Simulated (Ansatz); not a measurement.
CdS:
```yaml
crystal:
  lattice:
    - [0.00000, 2.96331, 2.96331]
    - [2.96331, 0.00000, 2.96331]
    - [2.96331, 2.96331, 0.00000]
  atoms:
    - { symbol: S, position: [0.75000, 0.75000, 0.75000] }
    - { symbol: Cd, position: [0.00000, 0.00000, 0.00000] }
```

Relaxed with PBE. Special points in fractions of this cell's reciprocal vectors: Γ (0.000, 0.000, 0.000); X (0.500, 0.000, 0.500); U (0.625, 0.250, 0.625); K (0.375, 0.375, 0.750); L (0.500, 0.500, 0.500); W (0.500, 0.250, 0.750).

### Question
List the band energies nearest the valence-band maximum at these points for plane-wave PAW PBE (Ansatz code).

### Answer
In eV from the valence-band maximum; about four levels below and three above (degenerate sets whole), none deeper than 8.9 eV; … stands for higher levels left out; points with the same levels are listed once.

| k | below | above |
|---|---|---|
| Γ | -7.14 -7.14 0.00 0.00 0.00 | 1.04 … |
| X | -6.74 -3.74 -1.72 -1.72 | 3.63 4.29 9.00 |
| U | -6.63 -3.71 -2.32 -1.39 | 4.23 5.33 8.37 |
| L | -6.81 -4.11 -0.68 -0.68 | 2.94 6.99 6.99 |
| W | -6.59 -3.67 -2.06 -2.02 | 5.22 5.44 7.13 |

Space group F-43m (zinc blende). The cell was relaxed with PBE under the symmetry of its start. Spin–orbit coupling is left out wherever it is not named.

Potentials: the later of the program's two PAW sets.
